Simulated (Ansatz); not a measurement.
Relaxation of a generated cell, CsPbCl3 placed in the 2H-BaNiO3 structure type; 10 atoms in the cell, which starts as P6₃/mmc (No. 194), hP10; a = b = 8.314 Å, c = 7.103 Å, α = β = 90.00°, γ = 120.00°. All values below come from PBE (plane waves to 420 eV, PAW, scalar-relativistic; Ansatz, an electronic-structure program). Γ-centred k-mesh 4×4×4 on the run's cell (coarser than for final values), Fermi–Dirac smearing 0.05 eV. This is the first round of the run. 

The optimiser's lines from the output (shortened; P is positive under compression):

```
relax step   1: F+E_penalty+E_count = -41650.45133802 eV  Δ(F+E_penalty+E_count) = +0.000e0 eV  max|allowed force component| = 1.373e0 eV/Å  Δτ_max = 0.0000 Å  P = +2.750 GPa  Ω = 425.197 Å³  (8 SCF iters, dr2 threshold 1.00e-7 eV, accepted)
relax step   2: F+E_penalty+E_count = -41651.25670713 eV  Δ(F+E_penalty+E_count) = -8.054e-1 eV  max|allowed force component| = 5.109e-2 eV/Å  Δτ_max = 0.1968 Å  P = -0.733 GPa  Ω = 434.419 Å³  (6 SCF iters, dr2 threshold 1.00e-6 eV, accepted)
relax step   3: F+E_penalty+E_count = -41651.32217780 eV  Δ(F+E_penalty+E_count) = -6.547e-2 eV  max|allowed force component| = 1.577e-3 eV/Å  Δτ_max = 0.0159 Å  P = -0.536 GPa  Ω = 423.155 Å³  (5 SCF iters, dr2 threshold 1.00e-6 eV, accepted)
relax step   4: F+E_penalty+E_count = -41651.43529496 eV  Δ(F+E_penalty+E_count) = -1.131e-1 eV  max|allowed force component| = 6.738e-2 eV/Å  Δτ_max = 0.0807 Å  P = +0.140 GPa  Ω = 384.891 Å³  (6 SCF iters, dr2 threshold 1.00e-6 eV, accepted)
relax step   5: F+E_penalty+E_count = -41651.43779686 eV  Δ(F+E_penalty+E_count) = -2.502e-3 eV  max|allowed force component| = 2.061e-3 eV/Å  Δτ_max = 0.0121 Å  P = -0.034 GPa  Ω = 384.992 Å³  (5 SCF iters, dr2 threshold 2.84e-7 eV, accepted)
relax step   6: F+E_penalty+E_count = -41651.43794936 eV  Δ(F+E_penalty+E_count) = -1.525e-4 eV  max|allowed force component| = 1.228e-3 eV/Å  Δτ_max = 0.0007 Å  P = -0.024 GPa  Ω = 384.727 Å³  (4 SCF iters, dr2 threshold 1.16e-8 eV, accepted)
relax step   7: F+E_penalty+E_count = -41651.43808522 eV  Δ(F+E_penalty+E_count) = -1.359e-4 eV  max|allowed force component| = 1.189e-3 eV/Å  Δτ_max = 0.0028 Å  P = +0.010 GPa  Ω = 383.497 Å³  (6 SCF iters, dr2 threshold 4.14e-9 eV, accepted)
relax step   8: F+E_penalty+E_count = -41651.43691386 eV  Δ(F+E_penalty+E_count) = +1.171e-3 eV  max|allowed force component| = 1.275e-3 eV/Å  Δτ_max = 0.0000 Å  P = +0.006 GPa  Ω = 383.497 Å³  stress off target by 8.16e-3 GPa  SCF on the basis re-selected at this cell (its energy is not comparable with the rows above)  (6 SCF iters)
```

From the first to the last row the energy changes by -0.10 eV/atom and the volume by -9.8 %. The last row is marked as not comparable with the walk above it, whose basis was carried along; it does compare with step 1, since both stand on a basis selected at the nominal cutoff for their own cell.

Later rounds, restarted from the end of this one on a renewed k-mesh, logged 4 more steps and released under 1 meV/atom more. The final structure after all rounds: P6₃/mmc (No. 194), hP10; a = 7.7599 Å, b = 7.7599 Å, c = 7.3539 Å, α = 90.00°, β = 90.00°, γ = 120.00°. Between re-selections the logged energies stand on a plane-wave basis carried along with the cell. No spin polarisation in the result.

The run could not lose the symmetry of its start, so the end can be a saddle point.

The relaxed structure here is a generated cell of CsPbCl3: the first start was made by placing the elements on the sites of a structure type, and the end was not matched to a known phase here, so it may be hypothetical. Known forms of CsPbCl3 include space group No. 221.
